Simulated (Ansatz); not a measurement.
Sr2MgH6:
```
CELL_PARAMETERS angstrom
      5.47141     0.00000     0.00000
     -2.73570     4.73838     0.00000
      0.00000     0.00000     4.18718
ATOMIC_POSITIONS crystal
  Sr 0.66667 0.33333 0.26347
  Sr 0.33333 0.66667 0.73653
  Mg 0.00000 0.00000 0.00000
  H  0.82327 0.64654 0.76522
  H  0.17673 0.35346 0.23478
  H  0.35346 0.17673 0.76522
  H  0.64654 0.82327 0.23478
  H  0.82327 0.17673 0.76522
  H  0.17673 0.82327 0.23478
```

Relaxed with r²SCAN. Special points in fractions of this cell's reciprocal vectors: Γ (0.000, 0.000, 0.000); M (0.500, 0.000, 0.000); K (0.333, 0.333, 0.000); A (0.000, 0.000, 0.500); L (0.500, 0.000, 0.500); H (0.333, 0.333, 0.500).

List the band energies nearest the valence-band maximum at these points for r²SCAN (plane waves, PAW; program Ansatz).

In eV from the valence-band maximum; about four levels below and three above (degenerate sets whole), none deeper than 8.9 eV; points with the same levels are listed once.

| k | below | above |
|---|---|---|
| Γ | -2.55 -2.55 -2.47 -0.39 -0.39 | 3.33 5.20 5.20 |
| M | -2.48 -2.18 -0.35 -0.03 | 4.12 4.33 4.37 |
| K | -3.73 -3.73 -1.06 -1.06 0.00 | 3.91 4.21 4.97 4.97 |
| A | -2.20 -2.20 -1.74 -1.74 | 5.71 5.71 5.74 |
| L | -2.66 -2.32 -1.99 -1.31 | 3.67 3.76 4.97 4.97 |
| H | -2.58 -2.58 -2.55 -1.86 -1.86 | 4.40 4.46 5.18 5.18 |

Space group P-3m1. The workflow started from a Materials Project entry (that database holds measured and hypothetical structures alike); the Crystallography Open Database copy checked does not list it. Whether it is the stable phase at ambient conditions was not checked. The r²SCAN relaxation kept the symmetry of its start; its stability against distortions is not shown here. Scalar-relativistic: spin–orbit coupling is off unless named, which matters more the heavier the elements.

Potentials: the later of the program's two PAW sets.
